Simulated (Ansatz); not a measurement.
Input:

Ti:
```
Ti
1.0
    0.00000     2.93237     2.93237
    2.93237     0.00000     2.93237
    2.93237     2.93237     0.00000
Ti
2
Direct
  0.00000   0.00000   0.00000
  0.25000   0.25000   0.25000
```
Starting moments (μB, in the order of the atoms Ti Ti): 2.1 2.1.

This is the PBEsol-relaxed structure.

Q: All from PBEsol (plane waves, PAW; program Ansatz), unless another level is named. Estimate the bulk modulus (Birch–Murnaghan fit).

A: 22.2 GPa.

Q: What about the elastic constants (relaxed ions, GPa)?

A: C11 = -17.6, C12 = 41.4, C44 = -149.

Space group Fd-3m (diamond). The start of the workflow was typed in or built on a structure type; neither database checked (COD, Materials Project) lists it. It is not the phase usual at ambient conditions (space group No. 194). The PBEsol relaxation kept the symmetry of its start. At this level the phase is mechanically unstable. Magnetic state: ferromagnetic, chosen from 4 collinear starts compared on coarse meshes (ties went to the first, and starts can fall back to one state), not a proven ground state. As this level gives no gap, shear constants depend on the k-mesh and smearing (Fermi–Dirac, 0.1 eV here).

Potentials: the later of the program's two PAW sets.
